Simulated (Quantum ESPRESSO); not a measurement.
**How shieldings converge in CdS**

```xyz
2
Lattice="0.0000 2.9430 2.9430 2.9430 0.0000 2.9430 2.9430 2.9430 0.0000" Properties=species:S:1:pos:R:3 pbc="T T T"
Cd     0.0000     0.0000     0.0000
S      1.4715     1.4715     1.4715
```
The cell comes from the Materials Project (a computed structure). It is CdS in F-43m. Stability against distortions was not tested.

Method: GIPAW with PBE in a modified build of Quantum ESPRESSO, on JTH PAW datasets; kept fixed: cutoff 20 Ha. These are absolute shieldings with no macroscopic susceptibility term; δ = σ_ref − σ needs a reference computed alike. Spin–orbit coupling is left out; its weight grows with the heaviest atom, Cd here. The datasets of S hold no d projectors, which limits absolute σ on these atoms. The band gap at this level is small, which makes the paramagnetic part of σ large and sensitive to the functional.

```json
[
 {"k-mesh": "2×2×2 shifted", "σ_iso Cd (ppm)": "2697.7", "σ_iso S (ppm)": "528.4", "f-sum rule missed by (%)": "2.6", "irreducible k-points": "2"},
 {"k-mesh": "3×3×3 shifted", "σ_iso Cd (ppm)": "2887.7", "σ_iso S (ppm)": "683.1", "f-sum rule missed by (%)": "0.34", "irreducible k-points": "6"},
 {"k-mesh": "4×4×4 shifted", "σ_iso Cd (ppm)": "2918.5", "σ_iso S (ppm)": "703.8", "f-sum rule missed by (%)": "0.05", "irreducible k-points": "10"},
 {"k-mesh": "5×5×5 shifted", "σ_iso Cd (ppm)": "2926.3", "σ_iso S (ppm)": "699.2", "f-sum rule missed by (%)": "0.00", "irreducible k-points": "19"},
 {"k-mesh": "7×7×7 shifted", "σ_iso Cd (ppm)": "2930.7", "σ_iso S (ppm)": "686.6", "f-sum rule missed by (%)": "0.00", "irreducible k-points": "44"},
 {"k-mesh": "8×8×8 shifted", "σ_iso Cd (ppm)": "2931.4", "σ_iso S (ppm)": "683.0", "f-sum rule missed by (%)": "0.00", "irreducible k-points": "60"}
]
```

Largest spread: σ_iso Cd (ppm) moves over 233.8 across the rows.
